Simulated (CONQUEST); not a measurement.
Input and output of a self-consistent single point for Si₂W (I4/mmm, 6 atoms in the cell; from Materials Project mp-1620) (CONQUEST).

All values come from this method and carry its errors: PBE, numerical atomic orbitals double-zeta with polarisation (the shipped basis), PseudoDojo norm-conserving potentials made for PBE in CONQUEST.

```xyz
6
Lattice="3.2147 0.0000 0.0000 0.0000 3.2147 0.0000 0.0000 0.0000 7.8021" Properties=species:S:1:pos:R:3 pbc="T T T"
Si     0.0000     0.0000     2.6136
Si     1.6074     1.6074     1.2874
Si     1.6074     1.6074     6.5146
Si     0.0000     0.0000     5.1884
W      0.0000     0.0000     0.0000
W      1.6074     1.6074     3.9010
```

Reference input (self-consistent single point, DFT, PBE, numerical atomic orbitals double-zeta with polarisation (the shipped basis), PseudoDojo norm-conserving potentials made for PBE): basis = DZP; Diag.MPMeshX, Y, Z = 8 8 4; potentials = PseudoDojo norm-conserving PBE; Grid.GridCutoff = 140 Ha; DM.SolutionMethod = diagon; Diag.kT = 0.001837 Ha; Diag.GammaCentred = true; minE.SCTolerance = 1.0e-06; SC.MaxIters = 100; SC.LinearMixingFactor = 0.3; SC.KerkerPreCondition = true; SC.KerkerFactor = 0.5 1/bohr. This run's input differs from it in these lines:

```diff
@@ -17,5 +17,5 @@
 Diag.MPMesh                    T
-Diag.MPMeshX                   8
-Diag.MPMeshY                   8
-Diag.MPMeshZ                   4
+Diag.MPMeshX                   3
+Diag.MPMeshY                   3
+Diag.MPMeshZ                   2
 Diag.GammaCentred              T
```

Output, abridged:

```
    new_SC_potl: Starting.  Tolerance:  0.10000E-05

    PulayMixSC: Starting Pulay mixing, A_up =  0.300 A_dn =  0.300
    PulayMixSC: Spin non-polarised calculation.
    PulayMixSC: with Kerker preconditioning, q0 =  0.500
          Harris-Foulkes Energy            :      -168.643962021567290 Ha
          GroundState Energy (E-(1/2)TS)   :      -168.644223076803883 Ha
          Free Energy (E-TS)               :      -168.644484132040475 Ha
          DFT Total Energy                 :      -168.633639442429370 Ha
          Total number of electrons        :        44.000000000001130
   [... lines left out ...]
          Total number of electrons        :        44.000054730193177
    PulayMixSC: Pulay iteration    15 residual:              0.12047E-05
          Harris-Foulkes Energy            :      -168.636218165825937 Ha
          GroundState Energy (E-(1/2)TS)   :      -168.636471136430544 Ha
          Free Energy (E-TS)               :      -168.636724107035150 Ha
          DFT Total Energy                 :      -168.636218158637519 Ha
          Total number of electrons        :        44.000055410443501
    PulayMixSC: Pulay iteration    16 residual:              0.69819E-06
    PulayMixSC: Reached SCF tolerance of  0.69819E-06 after     16 iterations
      | Number of electrons      =        44.000055
      |* band energy as 2Tr[K.H] =       -42.842581298507163 Ha
      |  screened ion-ion energy =      -116.159157542510854 Ha
      |  Ha correction           =         0.268154045052564 Ha
      |  XC correction           =        -9.902629997895069 Ha
      | GS Energy as E-(1/2)TS   =      -168.636471136430544 Ha
      | Free Energy as E-TS      =      -168.636724107035150 Ha
      |* Harris-Foulkes energy   =      -168.636218165825937 Ha
      |* DFT total energy        =      -168.636218158637519 Ha
      |  estimated accuracy      =        -0.000000007188419 Ha

    force: Forces on atoms (Ha/a0)
    force:  Atom   X              Y              Z
   [... lines left out ...]
    force:     6   0.0000000000   0.0000000000  -0.0000000000

    force: Maximum force :        0.00350082(Ha/a0) on atom         1 in z direction
    force: Force Residual:        0.00285841 Ha/a0
    force: Total stress:        -10.45996372   -10.45996372    -6.74202577 GPa
    force: Average pressure:      9.22065107 GPa

    force: Finished force
    get_E_and_F: Change in energy during last step of electronic optimisation:  0.53414E-06
```

The run converged in 16 iterations. CONQUEST prints the stress tensor with tension positive. Against the reference run the free energy rises by 83.4 meV/atom, the pressure goes from 7.96 to 9.22 GPa and the largest force goes from 0.124 to 0.180 eV/Å.

The program uses no crystal symmetry, so grid and mesh can part values that symmetry would make equal. The atom-centred basis is finite, which shifts total energies, pressures and forces against plane waves. This run is one point of a test of settings, so its values need not be converged; read them against the reference run alone. The structure comes from a collection of computed structures, made at another level of theory; the collection holds predicted forms beside known ones. No clean gap shows at this smearing width and mesh (spacing up to 0.65 Å⁻¹); the mesh is coarse for partly filled bands, so the values carry mesh errors.

Cost on one core: about 110 core-seconds (a rough figure).
